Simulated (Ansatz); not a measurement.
LiVO2F2:
```xyz
12
Lattice="6.1518 0.0000 0.0000 0.0000 3.4608 0.0000 -2.3961 0.0000 6.1534" Properties=species:S:1:pos:R:3 pbc="T T T"
Li     0.1481     2.5956     4.9336
Li     3.6076     0.8652     1.2198
V      0.3759     2.5956     1.4469
V      3.3798     0.8652     4.7065
O      0.2479     0.8652     0.9385
O      3.5078     2.5956     5.2150
O      0.7200     2.5956     2.9885
O      3.0357     0.8652     3.1649
F     -0.9003     0.8652     4.5882
F      4.6560     2.5956     1.5653
F      1.6207     0.8652     5.4392
F      2.1350     2.5956     0.7142
```

Relaxed with r²SCAN.

Q: Give the Bader charges and basin volumes of the independent atoms, r²SCAN in the plane-wave PAW code Ansatz.

A: 

```csv
atom,Bader charge (e),Bader volume (Å³)
Li1,+0.93,3.3
V3,+2.39,6.5
O5,-1.06,12.3
O7,-0.77,15.6
F9,-0.73,13.9
F11,-0.76,14.1
```

Space group P2_1/m. The first step of the workflow began from a Materials Project structure, measured or hypothetical; the Crystallography Open Database copy checked does not list it. Whether it is the stable phase at ambient conditions was not checked. The cell was relaxed with r²SCAN under the symmetry of its start; its stability against distortions is not shown here. The run is not spin-polarised. No Hubbard U is applied.

Potentials: the later of the program's two PAW sets.
